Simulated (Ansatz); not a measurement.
GdRe (CsCl-type structure)

Method: PBE, scalar-relativistic; collinear spin; PAW, 420 eV, Γ-centred 10×10×10 mesh, 0.05 eV Gaussian smearing; code Ansatz. The datasets are Ansatz's generated set soft_2.

```yaml
crystal:
  lattice:
    - [3.45990, 0.00000, 0.00000]
    - [0.00000, 3.45990, 0.00000]
    - [0.00000, 0.00000, 3.45990]
  atoms:
    - { symbol: Gd, position: [0.00000, 0.00000, 0.00000] }
    - { symbol: Re, position: [0.50000, 0.50000, 0.50000] }
```

The cell came from substitution into a structure type; no database entry of this phase was matched, which doesn't show that none exists.

Magnetic state: ferromagnetic, site spin moments Gd 6.92; Re -0.63 μB.

The run above is the reference. The same cell was run again with other input settings; several of them aren't fit for production, so the rows show the settings' effect and aren't properties of the material.

```tsv
keys changed	outcome	ΔE (meV/atom)	P (GPa)	gap on the mesh (eV)	cell moment (μB)	largest force component (eV/Å)	SCF iterations	rough core-seconds	new warnings
none (reference)	converged	0.0	0.0	metal	6.31	0.000	–	–	–
kpoints.mp_grid.grid: [10, 10, 10] → [12, 12, 12]	converged	-1.8	0.0	metal	6.04	0.000	24	23	–
hamiltonian.xc: "pbe" → "lda"	converged	–	-9.6	metal	6.57	0.000	22	13	–
hamiltonian.hubbard: {"sites": [{"species": "Gd", "l": "f", "u_eff": 3.0}], "double_counting": "fll"}; scf.algorithm: "direct_min"	converged	–	0.9	metal	6.88	0.000	10	29	filled band counts differ across k points
hamiltonian.hubbard: {"sites": [{"species": "Gd", "l": "f", "u_eff": 3.0}], "double_counting": "amf"}; scf.convergence.dr2_threshold: 1e-11	converged	–	0.0	metal	6.29	0.000	18	12	filled band counts differ across k points
scf.n_extra_bands: 16	converged	0.0	0.0	metal	6.31	0.000	23	17	–
scf.eigensolver.kind: "davidson"	converged	0.0	0.0	metal	6.31	0.000	22	16	–
```

ΔE is the energy with the smearing extrapolated to zero. It is left out where the change alters the Hamiltonian or the spin treatment. The varied runs start from atomic densities (corrected by the program's trained start where that serves), with the default search for lower states unless a row changes it, while the reference went on from a saved state, so a magnet may end in another state whatever the setting.

Task: What happens with these changes: scf.occupations.method: "gaussian" → "tetrahedron_uncorrected"; scf.occupations.width: 0.05 → null; scf.algorithm: "density_mixing"?

Result: outcome converged, ΔE (meV/atom) 41.4, P (GPa) 0.6, gap on the mesh (eV) metal, cell moment (μB) 6.04, largest force component (eV/Å) 0.000, SCF iterations 18, rough core-seconds 10, new warnings band table not solved further.

Task: What happens with these changes: kpoints.mp_grid.grid: [10, 10, 10] → [15, 15, 15]; scf.n_extra_bands: 32; kpoints.mp_grid.shift: [0.5, 0.5, 0.5]?

Result: outcome converged, ΔE (meV/atom) 0.3, P (GPa) 0.0, gap on the mesh (eV) metal, cell moment (μB) 6.28, largest force component (eV/Å) 0.000, SCF iterations 25, rough core-seconds 50.

Around-mean-field double counting counts from each spin's mean occupation, so it hardly shifts a half-filled, fully polarised shell: those rows don't show that a U is idle.

1 further run (cut off, refused for memory, with changed atoms or starts, or in doubt) is left out.

Of the reference: Without a U the 4f levels of Gd lie too near the Fermi level, so their share of the states there, and what hangs on it, is overstated. Spin–orbit coupling, which matters for such heavy elements, is left out. The run wasn't fully tested for a lower electronic state. Site moments are of spin, integrated over atomic spheres. The moments were started parallel, and the real magnetic order may be another.
